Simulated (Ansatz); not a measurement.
One stationary structure of CoPtO2. Space group R-3m (No. 166). These are r2SCAN (plane waves to 500 eV, PAW, scalar-relativistic; Ansatz, a first-principles code) values and carry that method's errors.

```xyz
4
Lattice="1.4108 0.8145 5.9340 -1.4108 0.8145 5.9340 0.0000 -1.6291 5.9340" Properties=species:S:1:pos:R:3 pbc="T T T"
Co     0.0000     0.0000     0.0000
O      0.0000     0.0000    10.9007
O      0.0000     0.0000     6.9012
Pt     0.0000     0.0000     8.9009
```

```json
{
 "volume_per_atom": "10.23 Å³",
 "band_gap": "no gap (metallic)",
 "magnetic_moment": "zero (the starting moments vanished)",
 "shortest_distances": "Co–O 1.89 Å; O–Pt 2.00 Å; O–O 2.53 Å; Co–Co 2.82 Å",
 "k-mesh": "17×17×17"
}
```

Band energies at high-symmetry points (eV from the Fermi level; labels of this space group; no spin-orbit coupling), from −5 eV up to 2.3 eV:

```tsv
point	energies
Γ	-4.90 -3.69 -3.69 -3.44 -3.44 -2.58 -2.58 -2.16 -1.83 -1.83 1.97 1.97
T	-4.38 -4.38 -3.42 -3.42 -2.51 -2.51 -1.52 -0.99 -0.99 1.57 1.57
H2	-3.63 -3.27 -3.19 -2.68 -2.28 -1.86 -1.64 0.52 1.25 1.75
H0	-3.63 -3.27 -3.19 -2.68 -2.28 -1.86 -1.64 0.52 1.25 1.75
L	-3.00 -2.48 -2.00 -1.73 -1.71 -0.09 1.21 1.41 1.49
S0	-3.55 -3.33 -3.19 -2.66 -2.29 -1.88 -1.61 0.50 1.27 1.72
S2	-3.55 -3.33 -3.19 -2.66 -2.29 -1.88 -1.61 0.50 1.27 1.72
F	-4.00 -2.47 -2.25 -2.00 -1.71 -0.09 0.33 1.89
```

No spin polarisation in the result: the starting moments vanished. The relaxed primitive cell holds an odd number of electrons. A magnetic state may lie lower. No Hubbard U is applied. A magnetic insulating state can be missed without it.

The run could not lose the symmetry of its start.

The first start was generated by a random draw of sites in a space group. Materials Project lists a structure of CoPtO2 in the same space group, R-3m (No. 166); the sites were not compared with it, nor with measured phases.
